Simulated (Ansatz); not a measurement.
Ga4P3N:
```cif
data_Ga4NP3
_chemical_formula_sum 'Ga4 N1 P3'
_space_group_name_H-M_alt 'P 1'
_space_group_IT_number 1
_cell_length_a 5.26975
_cell_length_b 5.26975
_cell_length_c 5.26975
_cell_angle_alpha 90.000
_cell_angle_beta 90.000
_cell_angle_gamma 90.000
loop_
_space_group_symop_operation_xyz
  'x, y, z'
loop_
_atom_site_label
_atom_site_type_symbol
_atom_site_fract_x
_atom_site_fract_y
_atom_site_fract_z
_atom_site_occupancy
Ga1 Ga 0.77193 0.77193 0.77193 1
Ga2 Ga 0.77193 0.22807 0.22807 1
Ga3 Ga 0.22807 0.77193 0.22807 1
Ga4 Ga 0.22807 0.22807 0.77193 1
N1 N 0.00000 0.00000 0.00000 1
P1 P 0.00000 0.50000 0.50000 1
P2 P 0.50000 0.00000 0.50000 1
P3 P 0.50000 0.50000 0.00000 1
```

Relaxed with PBE.

Q: Which orbitals make up the states near the Fermi level in PBE in the plane-wave PAW code Ansatz?

A: Within 0.5 eV of the Fermi level: P 3p 71 %, Ga 4p 17 %, N 2p 7 %. Projections are on Löwdin-orthogonalised atomic valence shells; empty p or d shells of many metals are not among them.

Q: Tabulate the density of states.

A: States/eV per cell of 8 atoms, in 0.25 eV bins, energy from the Fermi level.

| E (eV) | total | P 3p | Ga 4p | Ga 4s |
|---|---|---|---|---|
| -7.85 | 0.00 | 0.00 | 0.00 | 0.00 |
| -7.60 | 0.00 | 0.00 | 0.00 | 0.00 |
| -7.35 | 0.00 | 0.00 | 0.00 | 0.00 |
| -7.10 | 0.00 | 0.00 | 0.00 | 0.00 |
| -6.85 | 0.67 | 0.22 | 0.15 | 0.17 |
| -6.60 | 5.50 | 1.85 | 0.52 | 2.17 |
| -6.35 | 7.69 | 2.64 | 0.62 | 3.08 |
| -6.10 | 3.33 | 1.12 | 0.32 | 1.16 |
| -5.85 | 2.48 | 0.80 | 0.26 | 0.78 |
| -5.60 | 2.08 | 0.65 | 0.22 | 0.59 |
| -5.35 | 1.75 | 0.55 | 0.18 | 0.48 |
| -5.10 | 1.46 | 0.43 | 0.16 | 0.38 |
| -4.85 | 1.38 | 0.34 | 0.17 | 0.32 |
| -4.60 | 1.52 | 0.29 | 0.26 | 0.27 |
| -4.35 | 1.74 | 0.34 | 0.42 | 0.18 |
| -4.10 | 1.28 | 0.31 | 0.38 | 0.07 |
| -3.85 | 3.22 | 1.46 | 0.98 | 0.15 |
| -3.60 | 5.64 | 2.46 | 1.51 | 0.31 |
| -3.35 | 5.52 | 2.13 | 1.51 | 0.24 |
| -3.10 | 5.15 | 1.88 | 1.40 | 0.19 |
| -2.85 | 5.02 | 2.02 | 1.29 | 0.23 |
| -2.60 | 6.45 | 2.85 | 1.61 | 0.20 |
| -2.35 | 5.61 | 2.76 | 1.30 | 0.09 |
| -2.10 | 5.17 | 2.96 | 1.20 | 0.14 |
| -1.85 | 3.75 | 2.22 | 0.85 | 0.11 |
| -1.60 | 2.41 | 1.58 | 0.55 | 0.08 |
| -1.35 | 3.26 | 2.23 | 0.73 | 0.09 |
| -1.10 | 3.29 | 2.33 | 0.72 | 0.07 |
| -0.85 | 3.03 | 2.17 | 0.62 | 0.05 |
| -0.60 | 4.57 | 3.35 | 0.88 | 0.04 |
| -0.35 | 2.54 | 1.86 | 0.41 | 0.01 |
| -0.10 | 0.49 | 0.36 | 0.05 | 0.00 |
| 0.15 | 0.06 | 0.01 | 0.01 | 0.02 |
| 0.40 | 0.12 | 0.02 | 0.03 | 0.04 |
| 0.65 | 0.25 | 0.03 | 0.06 | 0.07 |
| 0.90 | 0.40 | 0.05 | 0.11 | 0.11 |
| 1.15 | 0.64 | 0.07 | 0.19 | 0.17 |
| 1.40 | 1.07 | 0.11 | 0.33 | 0.28 |
| 1.65 | 1.57 | 0.15 | 0.52 | 0.39 |
| 1.90 | 1.86 | 0.18 | 0.67 | 0.40 |
| 2.15 | 2.21 | 0.24 | 0.83 | 0.45 |
| 2.40 | 2.21 | 0.32 | 0.76 | 0.45 |
| 2.65 | 2.44 | 0.43 | 0.77 | 0.48 |
| 2.90 | 4.91 | 0.86 | 1.34 | 1.17 |
| 3.15 | 5.88 | 1.05 | 1.51 | 1.46 |
| 3.40 | 5.00 | 1.02 | 1.40 | 1.10 |
| 3.65 | 4.94 | 1.02 | 1.55 | 1.01 |
| 3.90 | 4.43 | 0.99 | 1.36 | 0.92 |
| 4.15 | 3.79 | 0.84 | 1.16 | 0.74 |
| 4.40 | 3.70 | 0.68 | 1.27 | 0.62 |
| 4.65 | 5.56 | 0.80 | 2.59 | 0.50 |

Space group P-43m. The start of the workflow was typed in or built on a structure type; neither database checked (COD, Materials Project) lists it. Its standing as an ambient phase is unchecked. The PBE relaxation kept the symmetry of its start; whether a distortion lowers the energy is not shown. Scalar-relativistic: spin–orbit coupling is off unless named, which matters more the heavier the elements.

Potentials: the earlier of the program's two PAW sets.
